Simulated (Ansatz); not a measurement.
Is this Be₃H₄Br₂ structure a true minimum?

It was reached by relaxing an invented guess, and it needn't be the stable form of this composition.

All numbers below come from DFT PBE, scalar-relativistic, plane waves, PAW (Ansatz 0.2.0). Settings: cutoff 420 eV, Γ-centred mesh 12×12×4 on the computed 9-atom cell, Gaussian smearing of 0.10 eV; no spin polarisation.

The cell below (9 atoms, space group P-3m1 (No. 164)) is relaxed within its symmetry.

```xyz
9
Lattice="3.3539 0.0000 0.0000 -1.6770 2.9046 0.0000 0.0000 0.0000 9.7168" Properties=species:S:1:pos:R:3 pbc="T T T"
Be    1.6770    0.9682    8.8215
Be    0.0000    0.0000    4.8584
Be    0.0000    1.9364    0.8952
H     0.0000    1.9364    4.8939
H     1.6770    0.9682    0.5069
H     1.6770    0.9682    4.8228
H     0.0000    1.9364    9.2098
Br    0.0000    0.0000    7.3683
Br    0.0000    0.0000    2.3484
```

For the test it was strained at random (σ = 1.5 % a component), the atoms were moved at random (σ = 0.10 Å), and all was relaxed again on a coarse 6×6×2 mesh (in the run’s order of axes) with 0.20 eV smearing, with no symmetry imposed.

Weakly bound directions are ill-defined at this level, which has no dispersion term.

Q: What happens?

A: It doesn't return. The energy falls by 366 meV/atom on that mesh, the volume changes by 66.5 %, and the end has space group P1 (No. 1) at a loose tolerance. Relaxed again on an 8×8×2 mesh with 0.02 eV smearing, the new structure lies 363 meV/atom below the first (mesh in the axes of the run's cell; the cell below is made exact in the group named). Space group P1 (No. 1), triclinic, a = 3.711 Å, b = 3.765 Å, c = 13.087 Å, α = 90.5°, β = 90.8°, γ = 117.3°. Be on its first site has 2 H at 1.41 Å and 2 Br at 2.24 Å; Be on its second site is surrounded by 2 H at 1.34 Å; H on its first site is surrounded by 1 Be at 1.34 Å; Br on its first site has 2 Be at 2.24 Å; 5 more sites not described.

```cif
data_structure
_symmetry_space_group_name_H-M 'P 1'
_symmetry_Int_Tables_number 1
_cell_length_a 3.7109
_cell_length_b 3.7650
_cell_length_c 13.0870
_cell_angle_alpha 90.491
_cell_angle_beta 90.813
_cell_angle_gamma 117.331
_cell_volume 162.40
loop_
_atom_site_label
_atom_site_type_symbol
_atom_site_fract_x
_atom_site_fract_y
_atom_site_fract_z
_atom_site_occupancy
Be1 Be 0.49781 0.93497 0.06395 1
Be2 Be 0.84790 0.30498 0.49942 1
Be3 Be 0.98747 0.42650 0.93618 1
H1 H 0.55806 0.14214 0.42615 1
H2 H 0.33796 0.58897 0.00026 1
H3 H 0.13761 0.46800 0.57271 1
H4 H 0.64745 0.27260 0.00030 1
Br1 Br 0.00578 0.94157 0.16052 1
Br2 Br 0.97996 0.92029 0.84051 1
```
